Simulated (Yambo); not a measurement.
```
CELL_PARAMETERS angstrom
      0.00000     1.97067     1.97067
      1.97067     0.00000     1.97067
      1.97067     1.97067     0.00000
ATOMIC_POSITIONS crystal
  Li 0.00000 0.00000 0.00000
  F  0.50000 0.50000 0.50000
```

Response from Yambo on norm-conserving PBEsol (Quantum ESPRESSO, 84 Ry, without SOC) bands: 18×18×18 mesh, 13 bands, 4 Ry local-field block, 0.2 eV broadening.

Q: Give the static electronic dielectric constant without and with local fields.

A: 
```csv
field along,"ε(0), independent particles","ε(0), RPA with local fields",refractive index √ε
x,2.05,2.00,1.42
```
Electronic (clamped-ion) response only. PBEsol gaps are usually too small, which raises these values. Convergence of the RPA response with its 18×18×18 mesh was not tested.

Geometry strained from the cell relaxed with PBEsol, atoms relaxed again.
